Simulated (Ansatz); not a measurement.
A relaxed structure of GaSb is spoiled in several ways and relaxed again each time (noise and exchanges are one random draw each; pressure is positive under compression). Method: r2SCAN (plane waves to 500 eV, PAW, scalar-relativistic; Ansatz, a first-principles code).

```cif
data_Ga4Sb4
_chemical_formula_sum 'Sb4 Ga4'
_space_group_name_H-M_alt 'F-43m'
_space_group_IT_number 216
_space_group_name_Hall 'F -4 2 3'
_cell_length_a 6.13244
_cell_length_b 6.13244
_cell_length_c 6.13244
_cell_angle_alpha 90.000
_cell_angle_beta 90.000
_cell_angle_gamma 90.000
loop_
_atom_site_label
_atom_site_type_symbol
_atom_site_symmetry_multiplicity
_atom_site_Wyckoff_symbol
_atom_site_fract_x
_atom_site_fract_y
_atom_site_fract_z
_atom_site_occupancy
Sb1 Sb 4 c 0.25000 0.25000 0.25000 1
Ga1 Ga 4 a 0.00000 0.00000 0.00000 1
```
(The calculation used a cell of 2 atoms; values per cell refer to that cell.)

### Question
One start gave a first pressure of -3.0 GPa and released 0.086 eV/atom. Which change was it?
A) deformed by the Cartesian strain tensor (xx, yy, zz, yz, xz, xy) = (0.022, 0.078, -0.013, -0.016, 0.006, -0.049)
B) doubled along one cell vector, shaken by Gaussian noise of σ = 0.08 Å a coordinate
C) with every coordinate shifted by Gaussian noise of σ = 0.2 Å

### Answer
A, deformed by the Cartesian strain tensor (xx, yy, zz, yz, xz, xy) = (0.022, 0.078, -0.013, -0.016, 0.006, -0.049). All starts:

| change | first pressure (GPa) | first V (Å³/atom) | released (eV/atom) | moves | outcome | final group | E − E(parent) (eV/atom) |
|---|---|---|---|---|---|---|---|
| with every coordinate shifted by Gaussian noise of σ = 0.2 Å | 2.5 | 28.83 | 0.23 | 4 | returns to the parent | F-43m | 0.000 |
| deformed by the Cartesian strain tensor (xx, yy, zz, yz, xz, xy) = (0.022, 0.078, -0.013, -0.016, 0.006, -0.049) | -3.0 | 31.27 | 0.086 | 4 | returns to the parent | F-43m | 0.000 |
| doubled along one cell vector, shaken by Gaussian noise of σ = 0.08 Å a coordinate | 0.4 | 28.83 | 0.046 | 4 | returns to the parent | F-43m | 0.000 |

First-step values come from each run's starting, coarser k-mesh (9×9×9, 9×9×5). Each cell has its own k-point mesh; energy differences are given only to the digits this allows. No spin polarisation in the result.
